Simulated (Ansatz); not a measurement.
**How AgB$_{2}$ stores the work of compression**

Computed with DFT r2SCAN, scalar-relativistic, plane waves, PAW in Ansatz. Run with 500 eV cutoff, 18×18×10 k-mesh, Gaussian smearing of 0.10 eV, no spin polarisation.

Starting point, cell and atoms relaxed:

```yaml
crystal:
  lattice:
    - [3.01289, 0.00000, 0.00000]
    - [-1.50644, 2.60924, 0.00000]
    - [0.00000, 0.00000, 4.06488]
  atoms:
    - { symbol: Ag, position: [0.00000, 0.00000, 0.00000] }
    - { symbol: B, position: [0.33333, 0.66667, 0.50000] }
    - { symbol: B, position: [0.66667, 0.33333, 0.50000] }
```

Cell and atoms were relaxed at each target pressure within the start's symmetry (P6/mmm), at zero temperature; other phases can be more stable under pressure. H = E + PV with P the target; E is the free energy at the smearing used, whose derivative the pressure is, per atom and counted from zero pressure. The mesh named is that at zero pressure; some other pressures ran on another.

| P (GPa) | V (Å³/atom) | E − E0 (meV) | H − H0 (meV) |
| --- | --- | --- | --- |
| 0 | 10.652 | 0.0 | 0.0 |
| 3 | 10.441 | 1.9 | 197.4 |
| 8 | 10.139 | 12.1 | 518.3 |
| 15 | 9.780 | 37.5 | 953.1 |
| 30 | 9.180 | 121.0 | 1840.0 |
| 60 | 8.372 | 342.6 | 3478.0 |

Problem. Thermodynamics gives dH/dP = V along a relaxed path. Integrate V over P by the trapezoid rule and compare with the computed enthalpies.

Solution. With 1 eV/Å³ = 160.22 GPa, each step adds the mean volume times ΔP / 160.22:
```tsv
P (GPa)	∫V dP (meV)	H − H0 (meV)	difference (meV)
3	197.5	197.4	0.1
8	518.6	518.3	0.3
15	953.8	953.1	0.6
30	1841.3	1840.0	1.3
60	3484.7	3478.0	6.7
```

V(P) curves upward, so the trapezoid rule runs high; integrating a smooth curve through the same points puts that excess at about 7.9 meV at 60 GPa, against the 6.7 meV found.

Problem. At 60 GPa, how much of the enthalpy change is stored energy and how much is the PV term?

Solution. E rises by 343 meV/atom and PV is 60 × 8.372 / 160.22 = 3135 meV/atom, so PV makes 90 % of ΔH. So between rival structures at high pressure a small difference in volume can outweigh the difference in energy: 1 % of this volume is worth 31.4 meV/atom at this pressure.

Problem. What bulk modulus do the lowest pressures give, and how is the compression shared among the axes?

Solution. From the pressures that the runs reached, -3.00 GPa (10.888 Å³) and 3.00 GPa (10.441 Å³), B = −ΔP/Δln V = 6.00 / 0.0419 = 143 GPa, a mean over that range. The linear compressibilities −Δln(length)/ΔP are 1.59 along a, 1.59 along b, 3.80 along c (in TPa⁻¹). With fixed angles they add up to 1/B: 6.98 against 6.98. Softest: c, at 54 % of the volume change per axis.